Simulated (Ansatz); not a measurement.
Input file for Ansatz (a quantum-chemistry and plane-wave program):

Ansatz 0.2 input:
```yaml
crystal:
  lattice:
    - [6.4485064994, 0.0, 0.0]
    - [0.0, 6.4485064994, 0.0]
    - [0.0, 0.0, 4.0719709123]
  atoms:
    - { symbol: Nb, position: [0.5, 0.0, 0.2214380294] }
    - { symbol: Nb, position: [0.0, 0.5, 0.7785619706] }
    - { symbol: P, position: [0.0, 0.0, 0.5] }
    - { symbol: P, position: [0.5, 0.5, 0.5] }
    - { symbol: O, position: [0.0, 0.8049183181, 0.716355871] }
    - { symbol: O, position: [0.6950816819, 0.5, 0.716355871] }
    - { symbol: O, position: [0.0, 0.1950816819, 0.716355871] }
    - { symbol: O, position: [0.3049183181, 0.5, 0.716355871] }
    - { symbol: O, position: [0.5, 0.6950816819, 0.283644129] }
    - { symbol: O, position: [0.1950816819, 0.0, 0.283644129] }
    - { symbol: O, position: [0.5, 0.3049183181, 0.283644129] }
    - { symbol: O, position: [0.8049183181, 0.0, 0.283644129] }
    - { symbol: O, position: [0.0, 0.5, 0.2130026621] }
    - { symbol: O, position: [0.5, 0.0, 0.7869973379] }
kpoints:
  mp_grid: { grid: [5, 5, 7] }
hamiltonian:
  xc: pbesol
  pseudopotentials: { kind: paw }
scf:
  occupations: { method: fixed }
elastic: { mode: relaxed_ion, stencil: two_point, amplitude: 0.005, f_tol: 0.0005 }
```

Output (shortened):

```
Pseudopotential: Nb, paw, valence charge 13
Pseudopotential: P, paw, valence charge 5
Pseudopotential: O, paw, valence charge 6
Functional definition: PBEsol
Crystal: 14 atoms, lattice volume = 169.326 Å³
Basis set: ecut = 420 eV, 3345 PW (Γ), exchange–correlation on 90×90×60 points (8 copies of the dense FFT grid, shifted against one another)
Bands: 62, of which v1, the nominal top of the filled ones, is band 48 counted from 1 (47 counted from 0)
Symmetry: 16 space group operations
Space group: P4/nmm (ITA 129), of the structure as read, at distance tolerance 5.5e-5 Å
k-points: 24 of 175
SCF 1 converged in 13 iterations: F = -16089.349165 eV  dr2 = 4.02e-14
Crystal: 14 atoms, lattice volume = 168.479 Å³
Basis set: ecut = 420 eV, 3305 PW (Γ), exchange–correlation on 90×90×60 points (8 copies of the dense FFT grid, shifted against one another)
Symmetry: 8 space group operations
k-points: 36 of 175
SCF 2 converged in 14 iterations: F = -16089.342334 eV  dr2 = 3.76e-14
relax step   1: F+E_penalty+E_count = -16089.34233396 eV  Δ(F+E_penalty+E_count) = +0.000e0 eV  max|allowed force component| = 2.567e-1 eV/Å  Δτ_max = 0.0000 Å  (14 SCF iters, accepted)
Crystal: 14 atoms, lattice volume = 168.479 Å³
SCF 3 converged in 13 iterations: F = -16089.344257 eV  dr2 = 5.75e-15
relax step   2: F+E_penalty+E_count = -16089.34425658 eV  Δ(F+E_penalty+E_count) = -1.923e-3 eV  max|allowed force component| = 1.752e-1 eV/Å  Δτ_max = 0.0067 Å  (13 SCF iters, accepted)
Crystal: 14 atoms, lattice volume = 168.479 Å³
SCF 4 converged in 13 iterations: F = -16089.345118 eV  dr2 = 1.52e-14
relax step   3: F+E_penalty+E_count = -16089.34511835 eV  Δ(F+E_penalty+E_count) = -8.618e-4 eV  max|allowed force component| = 2.591e-2 eV/Å  Δτ_max = 0.0061 Å  (13 SCF iters, accepted)
Crystal: 14 atoms, lattice volume = 168.479 Å³
SCF 5 converged in 11 iterations: F = -16089.345179 eV  dr2 = 8.74e-15
relax step   4: F+E_penalty+E_count = -16089.34517894 eV  Δ(F+E_penalty+E_count) = -6.059e-5 eV  max|allowed force component| = 1.217e-2 eV/Å  Δτ_max = 0.0007 Å  (11 SCF iters, accepted)
Crystal: 14 atoms, lattice volume = 168.479 Å³
SCF 6 converged in 11 iterations: F = -16089.345213 eV  dr2 = 1.01e-14
relax step   5: F+E_penalty+E_count = -16089.34521314 eV  Δ(F+E_penalty+E_count) = -3.420e-5 eV  max|allowed force component| = 4.929e-3 eV/Å  Δτ_max = 0.0013 Å  (11 SCF iters, accepted)
Crystal: 14 atoms, lattice volume = 168.479 Å³
SCF 7 converged in 10 iterations: F = -16089.345218 eV  dr2 = 3.15e-14
relax step   6: F+E_penalty+E_count = -16089.34521757 eV  Δ(F+E_penalty+E_count) = -4.439e-6 eV  max|allowed force component| = 6.696e-5 eV/Å  Δτ_max = 0.0006 Å  (10 SCF iters, accepted)
Crystal: 14 atoms, lattice volume = 168.479 Å³
SCF 8 converged in 10 iterations: F = -16089.345218 eV  dr2 = 4.04e-15
Crystal: 14 atoms, lattice volume = 170.172 Å³
Basis set: ecut = 420 eV, 3353 PW (Γ), exchange–correlation on 90×90×60 points (8 copies of the dense FFT grid, shifted against one another)
SCF 9 converged in 14 iterations: F = -16089.342171 eV  dr2 = 1.37e-14
relax step   1: F+E_penalty+E_count = -16089.34217066 eV  Δ(F+E_penalty+E_count) = +0.000e0 eV  max|allowed force component| = 2.466e-1 eV/Å  Δτ_max = 0.0000 Å  (14 SCF iters, accepted)
Crystal: 14 atoms, lattice volume = 170.172 Å³
SCF 10 converged in 12 iterations: F = -16089.344885 eV  dr2 = 5.63e-14
[...]
relax step   5: F+E_penalty+E_count = -16089.34870611 eV  Δ(F+E_penalty+E_count) = -2.315e-7 eV  max|allowed force component| = 1.646e-3 eV/Å  Δτ_max = 0.0003 Å  (10 SCF iters, accepted)
Crystal: 14 atoms, lattice volume = 169.325 Å³
SCF 42 converged in 10 iterations: F = -16089.348707 eV  dr2 = 4.74e-14
relax step   6: F+E_penalty+E_count = -16089.34870669 eV  Δ(F+E_penalty+E_count) = -5.872e-7 eV  max|allowed force component| = 4.761e-4 eV/Å  Δτ_max = 0.0002 Å  (10 SCF iters, accepted)
Crystal: 14 atoms, lattice volume = 169.325 Å³
SCF 43 converged in 10 iterations: F = -16089.348707 eV  dr2 = 7.27e-15
Crystal: 14 atoms, lattice volume = 169.325 Å³
Basis set: ecut = 420 eV, 3333 PW (Γ), exchange–correlation on 90×90×60 points (8 copies of the dense FFT grid, shifted against one another)
SCF 44 converged in 12 iterations: F = -16089.348314 eV  dr2 = 3.43e-14
relax step   1: F+E_penalty+E_count = -16089.34831443 eV  Δ(F+E_penalty+E_count) = +0.000e0 eV  max|allowed force component| = 2.610e-3 eV/Å  Δτ_max = 0.0000 Å  (12 SCF iters, accepted)
Crystal: 14 atoms, lattice volume = 169.325 Å³
SCF 45 converged in 8 iterations: F = -16089.348316 eV  dr2 = 8.72e-14
relax step   2: F+E_penalty+E_count = -16089.34831554 eV  Δ(F+E_penalty+E_count) = -1.110e-6 eV  max|allowed force component| = 1.927e-3 eV/Å  Δτ_max = 0.0001 Å  (8 SCF iters, accepted)
Crystal: 14 atoms, lattice volume = 169.325 Å³
SCF 46 converged in 9 iterations: F = -16089.348317 eV  dr2 = 2.17e-14
relax step   3: F+E_penalty+E_count = -16089.34831685 eV  Δ(F+E_penalty+E_count) = -1.312e-6 eV  max|allowed force component| = 2.751e-4 eV/Å  Δτ_max = 0.0002 Å  (9 SCF iters, accepted)
Crystal: 14 atoms, lattice volume = 169.325 Å³
SCF 47 converged in 10 iterations: F = -16089.348317 eV  dr2 = 7.48e-15
Crystal: 14 atoms, lattice volume = 169.325 Å³
SCF 48 converged in 12 iterations: F = -16089.348314 eV  dr2 = 2.96e-14
relax step   1: F+E_penalty+E_count = -16089.34831443 eV  Δ(F+E_penalty+E_count) = +0.000e0 eV  max|allowed force component| = 2.610e-3 eV/Å  Δτ_max = 0.0000 Å  (12 SCF iters, accepted)
Crystal: 14 atoms, lattice volume = 169.325 Å³
SCF 49 converged in 9 iterations: F = -16089.348317 eV  dr2 = 2.70e-14
relax step   2: F+E_penalty+E_count = -16089.34831681 eV  Δ(F+E_penalty+E_count) = -2.379e-6 eV  max|allowed force component| = 5.244e-4 eV/Å  Δτ_max = 0.0002 Å  (9 SCF iters, accepted)
Crystal: 14 atoms, lattice volume = 169.325 Å³
SCF 50 converged in 9 iterations: F = -16089.348317 eV  dr2 = 2.68e-14
relax step   3: F+E_penalty+E_count = -16089.34831670 eV  Δ(F+E_penalty+E_count) = +1.132e-7 eV  max|allowed force component| = 8.246e-4 eV/Å  Δτ_max = 0.0002 Å  (9 SCF iters, rejected (line search))
Crystal: 14 atoms, lattice volume = 169.325 Å³
SCF 51 converged in 9 iterations: F = -16089.348317 eV  dr2 = 3.90e-15
relax step   4: F+E_penalty+E_count = -16089.34831686 eV  Δ(F+E_penalty+E_count) = -5.288e-8 eV  max|allowed force component| = 2.227e-4 eV/Å  Δτ_max = 0.0001 Å  (9 SCF iters, accepted)
Crystal: 14 atoms, lattice volume = 169.325 Å³
SCF 52 converged in 10 iterations: F = -16089.348317 eV  dr2 = 6.54e-15
SCF converged after 13 iterations
Free energy (F): -16089.349165 eV
Harris-Foulkes:  -16089.349165 eV  (|F-HF|=1.82e-12)
Internal energy: -16089.349165 eV  (E = F + TS)
E sigma→0 (E₀):  -16089.349165 eV
Fermi energy:    5.599765 eV
--- Per-component energies (eV) ---
  E_band       = -606.972942
  E_kinetic    = 2703.637036
  E_local      = -6444.057784  (includes V_loc(G=0)·N_el)
  E_nonlocal   = 777.705811
  E_hartree    = 2214.273953
  E_xc         = -1200.348306
  E_vxc        = -1481.920297  (∫ρ·V_xc dr)
  E_paw        = -8668.044282  (= ΣΔE_a)
  E_vpaw       = -590.910344  (= ΣTr[D̂ρ^β])
  E_aug_tail   = 0.024728  (compensation charges beyond the density's cutoff)
  E_ewald      = -5473.362812
  E_core_change = 0.822489  (= ΣΔE_core)
  E_smearing   =  0.000000  (= −TS)
  E_closure    =  0.000000  (closes the sum)
  Σ components = -16089.349165   (vs F -16089.349165, Δ=0.00e0)
--- Forces (eV/Å), atoms counted from 1 ---
  atom   1  Nb     0.00000000     0.00000000    -0.00011352
  atom   2  Nb     0.00000000     0.00000000     0.00011352
  atom   3  P      0.00000000     0.00000000     0.00000000
  atom   4  P      0.00000000     0.00000000     0.00000000
  atom   5  O      0.00000000    -0.00031819     0.00005161
  atom   6  O      0.00031819     0.00000000     0.00005161
  atom   7  O      0.00000000     0.00031819     0.00005161
  atom   8  O     -0.00031819     0.00000000     0.00005161
  atom   9  O      0.00000000     0.00031819    -0.00005161
  atom  10  O      0.00031819     0.00000000    -0.00005161
  atom  11  O      0.00000000    -0.00031819    -0.00005161
  atom  12  O     -0.00031819     0.00000000    -0.00005161
  atom  13  O      0.00000000     0.00000000     0.00008147
  atom  14  O      0.00000000     0.00000000    -0.00008147
  max |Σ_I F_I| component: 3.99e-17 eV/Å
--- Stress (GPa, compression-positive) ---
       -0.003512       0.000000       0.000000
        0.000000      -0.003512       0.000000
        0.000000       0.000000      -0.000863
  P = ⅓ Tr σ = -0.0026 GPa (-0.026 kbar)
--- Band table (eV; the first three rows and the last of 24) ---
  k-point 0: bands = ["-48.9432", "-48.9431", "-25.2197", "-25.2188", "-25.1914", "-25.1914", "-25.1880", "-25.1880", "-15.0307", "-14.9088", "-12.3149", "-12.2238", "-12.1251", "-12.1251", "-12.0703", "-12.0703", "-10.5092", "-10.5000", "-3.3463", "-3.3060", …
  k-point 1: bands = ["-48.9430", "-48.9429", "-25.2382", "-25.2372", "-25.1905", "-25.1905", "-25.1875", "-25.1875", "-14.9986", "-14.8799", "-12.3597", "-12.2670", "-12.1200", "-12.1200", "-12.0675", "-12.0675", "-10.3542", "-10.3442", "-3.3510", "-3.3000", …
  k-point 2: bands = ["-48.9423", "-48.9423", "-25.2792", "-25.2781", "-25.1884", "-25.1884", "-25.1863", "-25.1863", "-14.9224", "-14.8115", "-12.4653", "-12.3676", "-12.1082", "-12.1082", "-12.0616", "-12.0616", "-9.9804", "-9.9705", "-3.3607", "-3.2849", …
  k-point 23: bands = ["-48.9418", "-48.9418", "-25.3110", "-25.3109", "-25.1887", "-25.1886", "-25.1856", "-25.1856", "-14.6222", "-14.6094", "-12.5389", "-12.4880", "-12.4088", "-12.3730", "-12.1234", "-12.1183", "-9.6458", "-9.6450", "-2.1536", "-2.1024", …
--- Elastic constants: 4 strain directions × 2 members + reference (group order 16) ---
  dense FFT box of the reference and of every strained cell: 45×45×30
  strains applied: 11, 33, 23, 12; error gains …
  C = ∂σ_k/∂η_j (tension-positive GPa; Voigt order 11 22 33 23 13 12):
       306.789     61.629     55.136      0.000      0.000      0.000
        61.629    306.789     55.136      0.000      0.000      0.000
        55.145     55.145    116.257      0.000      0.000      0.000
         0.000      0.000      0.000     39.787      0.000      0.000
         0.000      0.000      0.000      0.000     39.787      0.000
         0.000      0.000      0.000      0.000      0.000     59.508
  reference stress σ⁰ (GPa):      0.004      0.004      0.001      0.000      0.000      0.000
  moduli (Voigt/Reuss/Hill, GPa): K = 119.29/96.62/107.96   G = 65.01/52.79/58.90   E = 149.52   ν = 0.269
  mechanically stable: yes (min eigenvalue of sym C = 39.79 GPa)
  strain η (Voigt 11):  stress-route row diagonal C_11 = 306.79 GPa, energy-path curvature d²(F+E_count+ΔE)/dδ²/Ω₀ = 306.92 GPa
         δ    σ_11 (GPa)             F (eV)   n_scf  n_hpsi   n_pw
    -5.000e-3      -1.5402      -16089.3452176      10   38205   3306   relax 6 steps, max|allowed force component| 6.70e-5 eV/Å
     5.000e-3       1.5277      -16089.3448945      10   38604   3353   relax 6 steps, max|allowed force component| 1.66e-4 eV/Å
  strain η (Voigt 33):  stress-route row diagonal C_33 = 116.26 GPa, energy-path curvature d²(F+E_count+ΔE)/dδ²/Ω₀ = 116.92 GPa
         δ    σ_33 (GPa)             F (eV)   n_scf  n_hpsi   n_pw
    -5.000e-3      -0.6149      -16089.3477586      10   25419   3302   relax 6 steps, max|allowed force component| 9.00e-5 eV/Å
     5.000e-3       0.5476      -16089.3476335      10   25295   3361   relax 4 steps, max|allowed force component| 1.50e-4 eV/Å
  strain η (Voigt 23):  stress-route row diagonal C_44 = 39.79 GPa, energy-path curvature d²(F+E_count+ΔE)/dδ²/Ω₀ = 39.84 GPa
         δ    σ_23 (GPa)             F (eV)   n_scf  n_hpsi   n_pw
    -5.000e-3      -0.1989      -16089.3487067      10   56803   3337   relax 8 steps, max|allowed force component| 1.77e-4 eV/Å
     5.000e-3       0.1989      -16089.3487067      10   56974   3337   relax 6 steps, max|allowed force component| 4.76e-4 eV/Å
  strain η (Voigt 12):  stress-route row diagonal C_66 = 59.51 GPa, energy-path curvature d²(F+E_count+ΔE)/dδ²/Ω₀ = 59.55 GPa
         δ    σ_12 (GPa)             F (eV)   n_scf  n_hpsi   n_pw
    -5.000e-3      -0.2975      -16089.3483169      10   37930   3333   relax 3 steps, max|allowed force component| 2.75e-4 eV/Å
     5.000e-3       0.2975      -16089.3483169      10   37903   3333   relax 4 steps, max|allowed force component| 2.23e-4 eV/Å
```

Cost: around 40 core-minutes (rough) on shared cores.

The first step of the workflow began from a Materials Project structure, measured or hypothetical; the Crystallography Open Database files this formula in space group No. 129, but the cells were not matched. Whether it is the stable phase at ambient conditions was not checked. The PBEsol relaxation kept the symmetry of its start; whether a distortion lowers the energy is not shown. No spin polarisation was allowed. Scalar-relativistic: spin–orbit coupling is off unless named, which matters more the heavier the elements.

Potentials: the later of the program's two PAW sets.

Ansatz is a plane-wave DFT program.
